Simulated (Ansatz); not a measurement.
**Calculated quadrupolar parameters for BeH6N2F2**

The cell is a Materials Project structure (computed, not necessarily an observed phase), taken as it stands.

```
CELL_PARAMETERS angstrom
5.01343 0.00000 0.00000
0.00000 7.14797 0.00000
-0.50229 0.00000 10.39946
ATOMIC_POSITIONS crystal
Be 0.36440 0.36324 0.31540
Be 0.63560 0.86325 0.18460
Be 0.63560 0.63675 0.68460
Be 0.36440 0.13675 0.81540
H 0.25927 0.16318 0.48771
H 0.74072 0.66319 0.01229
H 0.74072 0.83681 0.51229
H 0.25927 0.33681 0.98771
H 0.02269 0.15974 0.37193
H 0.97731 0.65974 0.12807
H 0.97731 0.84026 0.62807
H 0.02269 0.34026 0.87193
H 0.30816 0.04890 0.35252
H 0.69185 0.54890 0.14748
H 0.69185 0.95110 0.64748
H 0.30816 0.45110 0.85252
H 0.29189 0.67990 0.33080
H 0.70811 0.17990 0.16920
H 0.70811 0.32010 0.66920
H 0.29189 0.82010 0.83080
H 0.01583 0.56480 0.36202
H 0.98416 0.06480 0.13798
H 0.98416 0.43520 0.63798
H 0.01583 0.93520 0.86202
H 0.26079 0.58590 0.47386
H 0.73921 0.08590 0.02614
H 0.73921 0.41410 0.52614
H 0.26079 0.91410 0.97386
N 0.22507 0.16785 0.38925
N 0.77493 0.66785 0.11075
N 0.77493 0.83215 0.61075
N 0.22507 0.33215 0.88925
N 0.21929 0.56478 0.37678
N 0.78070 0.06478 0.12322
N 0.78070 0.43522 0.62322
N 0.21929 0.93522 0.87678
F 0.66936 0.36700 0.35161
F 0.33064 0.86699 0.14839
F 0.33064 0.63301 0.64839
F 0.66936 0.13301 0.85161
F 0.30744 0.35409 0.16883
F 0.69256 0.85409 0.33117
F 0.69256 0.64591 0.83117
F 0.30744 0.14591 0.66883
```

Sites (sets of like atoms) are named by element and the number of their first atom in this list.

The numbers come from a DFT calculation in Ansatz (PBE, plane waves and PAW, scalar-relativistic, 420 eV cutoff, Γ-centred 5×4×3 k-points, Fermi–Dirac smearing 0.02 eV).

C_Q = eQV_zz/h, which is 24.18 MHz for Q = 1 b and V_zz = 10²¹ V/m²; η = (V_xx − V_yy)/V_zz.

9Be: I = 3/2, Q = 52.88 mb; H-2: I = 1, Q = 2.858 mb; 14N: I = 1, Q = 20.44 mb. Nuclear quadrupole moments: year-2017 set (Pyykkö).

Problem. Give the quadrupolar parameters of the distinct sites.

Solution. 

| site | atoms (order as listed) | first shell | V_zz (10²¹ V/m²) | η | C_Q (MHz) |
| --- | --- | --- | --- | --- | --- |
| Be | 1, 2, 3, 4 | 2 F at 1.54–1.56 Å, 2 N at 1.75–1.76 Å | 0.047 | 0.76 | 0.060 |
| H5 | 5, 6, 7, 8 | 1 N at 1.03 Å; also 1 F at 1.89 Å | 3.00 | 0.08 | 0.207 |
| H9 | 9, 10, 11, 12 | 1 N at 1.02 Å; also 1 F at 2.31 Å | 3.40 | 0.09 | 0.235 |
| H13 | 13, 14, 15, 16 | 1 N at 1.03 Å | 3.29 | 0.06 | 0.227 |
| H17 | 17, 18, 19, 20 | 1 N at 1.03 Å; also 1 F at 2.34 Å | 3.30 | 0.06 | 0.228 |
| H21 | 21, 22, 23, 24 | 1 N at 1.02 Å; also 1 F at 2.24 Å | 3.36 | 0.10 | 0.232 |
| H25 | 25, 26, 27, 28 | 1 N at 1.03 Å; also 1 F at 1.86 Å | 2.94 | 0.09 | 0.203 |
| N29 | 29, 30, 31, 32 | 3 H at 1.02–1.03 Å, 1 Be at 1.76 Å | -5.75 | 0.14 | -2.84 |
| N33 | 33, 34, 35, 36 | 3 H at 1.02–1.03 Å, 1 Be at 1.75 Å | -5.67 | 0.12 | -2.80 |
| F37 | 37, 38, 39, 40 | 1 Be at 1.56 Å; also 5 H at 1.86–2.50 Å | 5.33 | 0.34 | – |
| F41 | 41, 42, 43, 44 | 1 Be at 1.54 Å; also 4 H at 1.89–2.64 Å | 6.37 | 0.12 | – |

At H5, H9, H13, H17, H21 and H25 V_zz points along its bond to N (within 2°) in each case. At F37 and F41 V_zz points along its bond to Be (within 4°) in each case.

F has no stable isotope with a ground-state quadrupole moment in the table, so no C_Q is given.

The lattice is static: at room temperature NH₃ may turn and average the couplings of its hydrogen.
